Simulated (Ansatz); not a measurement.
TiN (rock salt, Fm-3m) under volume change, DFT-PBE in the program Ansatz with PAW potentials, scaled uniformly.

```
V (Å³/atom)  E − E(relaxed) (meV/atom)  P (GPa)
-----------  -------------------------  -------
8.712                             79.0    31.90
8.999                             33.2    19.54
9.286                              7.8     9.00
9.574                              0.0     0.00
9.861                              7.1    -7.69
10.148                            26.9   -14.26
10.435                            57.6   -19.86
```

Problem. What does a third-order Birch–Murnaghan fit give for V₀, B₀ and B′?

Solution. V₀ = 9.57 Å³/atom, B₀ = 277 GPa, B′ = 4.3.

Symmetry was held in the PBE relaxation. No spin polarisation was allowed.

Potentials: the later of the program's two PAW sets.
